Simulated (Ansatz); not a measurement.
C:
```xyz
2
Lattice="0.0000 1.7769 1.7769 1.7769 0.0000 1.7769 1.7769 1.7769 0.0000" Properties=species:S:1:pos:R:3 pbc="T T T"
C      1.7769     1.7769     1.7769
C      2.6653     2.6653     2.6653
```

Relaxed with PBEsol.

Task: Give the optical modes at the zone centre with their infrared activity from DFPT, DFT-PBEsol in the program Ansatz with PAW potentials.

Result: Transverse frequencies, without the LO–TO term; a row sums one degenerate level.

| ω (cm⁻¹) | degeneracy | IR ((D/Å)²/amu) | activity | symmetry |
|---|---|---|---|---|
| 1306 | 3 | 0.00 | IR-inactive | T2g |

Space group Fd-3m (diamond). Symmetry was held in the PBEsol relaxation; phonons on a q-mesh show no instability.

Potentials: the later of the program's two PAW sets.
